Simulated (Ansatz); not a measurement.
Relaxed-ion elastic tensor of TiFe (CsCl type, space group No. 221) in GPa (Voigt order), LDA (plane waves, PAW; program Ansatz); density 7.17 g/cm³, 12.01 Å³ per atom.

```
     1    2    3     4     5     6
-  ---  ---  ---  ----  ----  ----
1  430  124  124   0.0   0.0   0.0
2  124  430  124   0.0   0.0   0.0
3  124  124  430   0.0   0.0   0.0
4  0.0  0.0  0.0  73.9   0.0   0.0
5  0.0  0.0  0.0   0.0  73.9   0.0
6  0.0  0.0  0.0   0.0   0.0  73.9
```

Task: Is the crystal mechanically stable?

Result: Yes: the smallest eigenvalue of C is 73.9 GPa.

Task: Work out the Voigt, Reuss and Hill averages.

Result: K_V = 226, K_R = 226, K_H = 226; G_V = 106, G_R = 93.2, G_H = 99.4 GPa.

Task: Give Young's modulus, Poisson's ratio, Pugh's ratio and the universal anisotropy index.

Result: E = 9KG/(3K + G) = 260 GPa; ν = 0.31; K/G = 2.27 (ductile by the Pugh limit of 1.75); A_U = 5G_V/G_R + K_V/K_R − 6 = 0.66.

Task: Estimate the sound speeds and the Debye temperature.

Result: v_l = √((K + 4G/3)/ρ) = 7070 m/s, v_t = √(G/ρ) = 3720 m/s, mean 4160 m/s; Θ = (h/k)(3n/4πV)^(1/3) v_m = 541 K.

Task: Give the Zener ratio and Young's modulus along [100], [110] and [111].

Result: A = 2C44/(C11 − C12) = 0.48; 1/E = S11 − 2(S11 − S12 − S44/2)Γ with Γ = 0, 1/4, 1/3 gives 374, 226, 200 GPa.

Task: Solve the Christoffel equation for the three sound speeds along [100], [110], [111].

Result: Eigenvalues of C_ijkl n_j n_l equal ρv². In km/s, slowest first: [100] 3.21, 3.21, 7.74; [110] 3.21, 4.62, 6.99; [111] 4.20, 4.20, 6.73.

Space group Pm-3m (CsCl type). The workflow started from a Materials Project entry (that database holds measured and hypothetical structures alike); the Crystallography Open Database files this formula in space group No. 221, but the cells were not matched. Whether it is the stable phase at ambient conditions was not checked. The cell was relaxed with LDA under the symmetry of its start; of distortions, only those at the zone centre were tested. The run is not spin-polarised. As this level gives no gap, shear constants depend on the k-mesh and smearing (Fermi–Dirac, 0.1 eV here).

Potentials: the later of the program's two PAW sets.
